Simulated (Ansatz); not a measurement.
**Lattice vibrations of ZnAg at Γ at 2 GPa**

Method: DFT PBEsol, scalar-relativistic, plane waves, PAW (Ansatz). Settings: 420 eV plane-wave cutoff, Γ-centred 14×14×14 mesh, Fermi-Dirac smearing of 0.15 eV. No spin polarisation. Phonons by linear response, acoustic sum rule imposed.

The cell, relaxed at 2 GPa:
```
Zn Ag
1.0
     3.10051    0.00000    0.00000
     0.00000    3.10051    0.00000
     0.00000    0.00000    3.10051
Zn Ag
1 1
Direct
  0.50000 0.50000 0.50000
  0.00000 0.00000 0.00000
```

In a metal, frequencies and elastic constants depend on the k mesh and the smearing, soft modes and shear constants most.

Optical modes at Γ; i marks an imaginary frequency:
| frequency (cm⁻¹) | degeneracy |
| --- | --- |
| 169 | 3 |

All 3 optical modes at Γ are real: no displacement of atoms at fixed cell lowers the energy to second order. Strains and modes at other wave vectors aren't tested by this run.

Cost: 1 run of about 0.77 core-minutes, on Arm Neoverse V2 (shared hosts).